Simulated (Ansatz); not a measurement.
**Structures of Mo2W: which is lowest?**

Plane-wave DFT in Ansatz with scalar-relativistic PAW potentials, cutoff 420 eV, Γ-centred meshes chosen by cell and gap, Gaussian smearing with energies taken to zero width. Every cell was relaxed (cell and atoms) in a run of its own, within the symmetry of its start. Functional: PBE.

Relaxed structures (starts from databases or built by putting these elements on another compound's sites):
A. I4/mmm, 3 atoms in the computed cell, a = 3.167 Å, c = 9.512 Å; sites (symmetry × multiplicity) Mo 4mm × 4, W 4/mmm × 2; start: built
B. R-3m, 3 atoms in the computed cell, a = 2.975 Å, c = 19.118 Å; sites (symmetry × multiplicity) Mo 3m × 6, W -3m × 3; start: built

Task: Rank them by energy. Could pressure change the order?

Result:
```tsv
structure	group	E − E(lowest) (meV/atom)	V (Å³/atom)	gap on mesh (eV)
A	I4/mmm	0.0	15.90	0.00
B	R-3m	474	16.28	0.00
```

A is lowest, 474 meV/atom under B. The lowest is also the densest of these, so pressure wouldn't bring one of the others in at first order. Other structures may lie lower than all of these, and vibrations aren't counted.

Spin-orbit coupling is left out, which matters for the bands of heavy elements.